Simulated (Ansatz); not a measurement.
Pb:
```
Pb
1.0
   -3.14759     3.14759     1.67992
    3.14759    -3.14759     1.67992
    3.14759     3.14759    -1.67992
Pb
2
Direct
  0.75000   0.25000   0.50000
  0.00000   0.00000   0.00000
```

Relaxed with PBE. Special points in fractions of this cell's reciprocal vectors: Γ (0.000, 0.000, 0.000); X (0.000, 0.000, 0.500); M (-0.500, 0.500, 0.500); Z (0.321, 0.321, -0.321); Z0 (-0.321, 0.679, 0.321); P (0.250, 0.250, 0.250); N (0.000, 0.500, 0.000).

### Question
List the band energies nearest the Fermi level at these points for plane-wave PAW PBE (Ansatz code).

### Answer
In eV from the Fermi level; about four levels below and three above (degenerate sets whole), none deeper than 8.9 eV; points with the same levels are listed once.

```
k                    below                above
-  -----------------------  -------------------
Γ        -6.08 -1.53 -1.53       3.69 5.42 5.42
X                        –  0.84 0.84 0.85 0.85
M  -8.59 -8.59 -3.86 -3.86  5.08 5.08 7.96 7.96
Z  -6.86 -2.28 -2.06 -2.06       1.81 5.43 5.43
P  -7.24 -7.24 -2.73 -2.73  3.04 3.04 3.40 3.40
N  -6.35 -2.68 -1.30 -0.62       2.49 2.87 4.00
```

Space group I4_1/amd (β-Sn type). A made-up cell: these elements were put on the sites of a structure type; neither database checked (COD, Materials Project) lists it. It is not the phase usual at ambient conditions (space group No. 225). Symmetry was held in the PBE relaxation; of distortions, only those at the zone centre were tested. Scalar-relativistic: spin–orbit coupling is off unless named, which matters more the heavier the elements.

Potentials: the later of the program's two PAW sets.
